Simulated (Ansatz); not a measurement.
ScPt3 (Cu3Au type), conventional cell a = b = c = 3.9783 Å, α = β = γ = 90.00°. The calculation uses the primitive cell of 4 atoms, to which meshes and values per cell refer.

Grid over V/V₀ and (c/a)/(c/a)₀, subscript 0 meaning the relaxed cell; the conventional c axis lies along z; no internal relaxation.

The numbers are results of r2SCAN (plane waves to 500 eV, PAW, scalar-relativistic; Ansatz, a program for electronic structure), not measurements. k mesh 12×12×12 (Γ-centred), Fermi-Dirac smearing 0.05 eV. Stress and pressure are positive under compression. With partly filled bands, the response to shear is sensitive to the k mesh, so small differences along c/a are uncertain. ScPt3 is run without spin polarisation. ScPt3 was relaxed with its symmetry unable to fall. Spin-orbit coupling is left out, though Pt is heavy. 

| σxx (GPa) | V/V₀ = 0.920 | V/V₀ = 0.947 | V/V₀ = 0.973 | V/V₀ = 1.000 | V/V₀ = 1.027 | V/V₀ = 1.053 | V/V₀ = 1.080 |
|---|---|---|---|---|---|---|---|
| (c/a)/(c/a)₀ = 0.920 | 18.8 | [?] | 3.4 | -2.6 | -7.7 | -12.1 | -15.7 |
| (c/a)/(c/a)₀ = 0.947 | 19.7 | 11.2 | 4.1 | -2.0 | -7.2 | -11.6 | -15.3 |
| (c/a)/(c/a)₀ = 0.973 | 20.8 | 12.3 | 5.0 | -1.2 | -6.4 | -10.9 | -14.7 |
| (c/a)/(c/a)₀ = 1.000 | 22.4 | 13.7 | 6.3 | 0.0 | -5.4 | -9.9 | -13.8 |
| (c/a)/(c/a)₀ = 1.027 | 24.3 | 15.5 | 7.9 | 1.5 | -4.0 | -8.7 | -12.7 |
| (c/a)/(c/a)₀ = 1.053 | 26.5 | 17.5 | 9.7 | 3.1 | -2.5 | -7.3 | -11.4 |
| (c/a)/(c/a)₀ = 1.080 | 29.1 | 19.8 | [?] | 5.0 | -0.8 | -5.7 | -10.0 |

**Question.** Fill in the missing entries.

**Answer.** 
- (c/a)/(c/a)₀ = 0.920, V/V₀ = 0.947: 10.5
- (c/a)/(c/a)₀ = 1.080, V/V₀ = 0.973: 11.8

(Under strain, the slope of the energy per volume gives the stress and its curvature an elastic modulus.)
